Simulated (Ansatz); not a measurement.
ZnCu (CsCl type)

```yaml
crystal:
  lattice:
    - [2.91880, 0.00000, 0.00000]
    - [0.00000, 2.91880, 0.00000]
    - [0.00000, 0.00000, 2.91880]
  atoms:
    - { symbol: Zn, position: [0.00000, 0.00000, 0.00000] }
    - { symbol: Cu, position: [0.50000, 0.50000, 0.50000] }
```

The slice is a {110} plane (indices of the conventional cell) through the point (0.000, 0.000, 0.000) (fractional), spanned by u = [100] and v = [011] in vectors of this cell: u (2.92 Å) and v (4.13 Å, at 90° to u). It covers one period; positions are fractions (u, v).

Level of theory: r2SCAN (plane waves to 500 eV, PAW, scalar-relativistic; Ansatz, a first-principles code). k mesh 16×16×16. These are valence fields of a PAW run, semicore shells included where kept as valence: close to a nucleus they are smooth pseudo fields. ZnCu is run without spin polarisation. ZnCu was relaxed with its symmetry unable to fall.

Three fields on this plane, each scaled to ten steps between its own extremes (0 low, 9 high; the total valence density on a logarithmic scale, the potential cut 8 eV below its top; x marks points blanked near nuclei; v = 0 in the bottom row):

Map A
```
|xxxxxx158851xxxxx|
|xxxxxx269962xxxxx|
|xxxxx24799742xxxx|
|xxxxx36888863xxxx|
|xxx235654456532xx|
|22345421001245432|
|556531xxxxxx13565|
|98631xxxxxxxx1368|
|9840xxxxxxxxxx048|
|8620xxxxxxxxxx026|
|750xxxxxxxxxxxx05|
|640xxxxxxxxxxxx04|
|750xxxxxxxxxxxx05|
|8620xxxxxxxxxx026|
|9840xxxxxxxxxx048|
|98631xxxxxxxx1368|
|556531xxxxxx13565|
|22345421001245432|
|xxx235654456532xx|
|xxxxx36888863xxxx|
|xxxxx24799742xxxx|
|xxxxxx269962xxxxx|
|xxxxxx158851xxxxx|
|xxxxxx148841xxxxx|
```

Map B
```
|xxxxxx620026xxxxx|
|xxxxxx510015xxxxx|
|xxxxx94100149xxxx|
|xxxxx63211236xxxx|
|xxx975433334579xx|
|87665578888755667|
|333469xxxxxx96433|
|11259xxxxxxxx9521|
|0027xxxxxxxxxx720|
|0049xxxxxxxxxx940|
|014xxxxxxxxxxxx41|
|015xxxxxxxxxxxx51|
|014xxxxxxxxxxxx41|
|0049xxxxxxxxxx940|
|0027xxxxxxxxxx720|
|11259xxxxxxxx9521|
|333469xxxxxx96433|
|87665578888755667|
|xxx975433334579xx|
|xxxxx63211236xxxx|
|xxxxx94100149xxxx|
|xxxxxx510015xxxxx|
|xxxxxx620026xxxxx|
|xxxxxx720027xxxxx|
```

Map C
```
|xxxxxx379973xxxxx|
|xxxxxx479974xxxxx|
|xxxxx06899860xxxx|
|xxxxx46888864xxxx|
|xxx045677776540xx|
|23455544334455543|
|666653xxxxxx35666|
|88762xxxxxxxx2678|
|9974xxxxxxxxxx479|
|9972xxxxxxxxxx279|
|996xxxxxxxxxxxx69|
|996xxxxxxxxxxxx69|
|996xxxxxxxxxxxx69|
|9972xxxxxxxxxx279|
|9974xxxxxxxxxx479|
|88762xxxxxxxx2678|
|666653xxxxxx35666|
|23455544334455543|
|xxx045677776540xx|
|xxxxx46888864xxxx|
|xxxxx06899860xxxx|
|xxxxxx479974xxxxx|
|xxxxxx379973xxxxx|
|xxxxxx278872xxxxx|
```

**Question.** Assign the maps to these fields: electron localisation function (ELF); valence electron density; electrostatic potential energy of an electron, from the cell's mean.

**Answer.** A is the electron localisation function (ELF); B is the valence electron density; C is the electrostatic potential energy of an electron, from the cell's mean.
